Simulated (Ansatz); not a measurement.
BeSe in space group P-6m2 (No. 187; Be on 1a, Se on 1f), PBE in the plane-wave PAW code Ansatz, all energies at zero smearing, with the estimated change up to a 700 eV cutoff added, with one set of potentials and settings (totals compare only within such a set). Cell of 2 atoms (1 Be, 1 Se): -5561.684 eV.

```json
[
 {"element": "Be", "reference phase": "P6_3/mmc, 2 atoms in the cell", "E (eV/atom)": "-92.7620"},
 {"element": "Se", "reference phase": "P3_121, 3 atoms in the cell", "E (eV/atom)": "-5469.0798"}
]
```

Formation energy per atom, worked out: (-5561.684 − 1×(-92.7620) − 1×(-5469.0798))/2 = 0.079 eV/atom (8 kJ per mol of atoms), at 0 K, without zero-point energy or fitted corrections.

The cell is a constructed one: a structure type filled with these elements; neither database checked (COD, Materials Project) lists it. COD files the formula under space group No. 216, so this cell is another polymorph or a model. Its standing as an ambient phase is unchecked. The cell was relaxed with PBE under the symmetry of its start; its stability against distortions is not shown here. The references are the lowest solids computed at this level, not always the standard phases.

Potentials: the later of the program's two PAW sets.
